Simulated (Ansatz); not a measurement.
Co$_{3}$W (space group P6_3/mmc)

```xyz
8
Lattice="5.0456 0.0000 0.0000 -2.5228 4.3697 0.0000 0.0000 0.0000 4.0446" Properties=species:S:1:pos:R:3 pbc="T T T"
Co     2.5228     2.9564     1.0111
Co     0.0000     1.4133     3.0334
Co    -1.2989     3.6630     3.0334
Co     3.8217     0.7066     1.0111
Co     1.2239     0.7066     1.0111
Co     1.2989     3.6630     3.0334
W      0.0000     2.9131     1.0111
W      2.5228     1.4566     3.0334
```

The slice is a (-1 1 0 0) plane (indices of the conventional cell) through the point (0.838, 0.677, 0.250) (fractional), spanned by u = [001] and v = [110] in vectors of this cell: u (4.04 Å) and v (5.05 Å, at 90° to u). It covers one period; positions are fractions (u, v).

Level of theory: PBEsol (plane waves to 420 eV, PAW, scalar-relativistic; Ansatz, a first-principles code). k mesh 11×11×12. Inside the PAW spheres the values are not all-electron values, and peaks at nuclei hang on which shells count as valence. Co3W was relaxed with its symmetry unable to fall. Relaxed Co3W ends ferromagnetic. Spin-orbit coupling is left out, though W is heavy. Other magnetic orders were not checked, so this need not be the ground state.

Problem. What is the valence density on the shortest Co–Co line in this plane (2.45 Å), at its midpoint?

Solution. 0.38 e/Å³.

Problem. What is the ELF at the midpoint of the shortest Co–Co line in this plane (2.45 Å)?

Solution. 0.3.

Problem. Predict the map of the ELF of the up spins on the slice.

Solution. 
```
|xxxxxx**....::++++====--====++++::....**xxxx|
|xxxx@@--....--++==--::::::--==++--....--@@xx|
|##**--....::==--::..........::--==::....--**|
|..........----::....::--::....::----........|
|      ..----::....--++**++--....::----..    |
|....::------..  ::++%%%%%%++::  ..------::..|
|------====::    --**@@@@@@**--    ::====----|
|::::::--==::..  ::**%%@@%%**::  ..::==--::::|
|      ::----..  ..==**##**==..  ..----::    |
|      ..::----....::--==--::....----::..    |
|==--::....--==--..............--==--....::--|
|xxxx**::..::====--::......::--====::..::**xx|
|xxxxxx++....--++++==------==++++--....++xxxx|
|xxxxxx**..  ::++++++======++++++::  ..**xxxx|
|xxxxxx**..  ..==++++======++++==..  ..**xxxx|
|xxxxxx==..  ..====----::----====..  ..==xxxx|
|xx@@++::    ::--::..........::--::    ::++@@|
|----..    ..::..              ..::..    ..--|
|          ::::                  ::::        |
|    ....::::..      ......      ..::::....  |
|::::::----::      ..::::::..      ::----::::|
|......::::::..    ....::....    ..::::::....|
|        ..::..      ......      ..::..      |
|::....    ..::..              ..::..    ....|
|##**--..    ::::....      ....::::    ..--**|
|xxxx@@--    ::----::::::::::----::    --@@xx|
|xxxxxx**..  ..==================..  ..**xxxx|
|xxxxxx##..  ::==++++======++++==::  ..##xxxx|
```
Scale: ten equal steps from 0.15 (start of ' ') to 0.61 (end of '@'), in the order ' .:-=+*#%@'. Values: ELF of the up spins. The map has 22 points along u (two characters each, u = 0 at the left) and 28 along v (v = 0 in the bottom row). Points within 0.5 Å of a nucleus are blanked (x), as the pseudised field means little there.
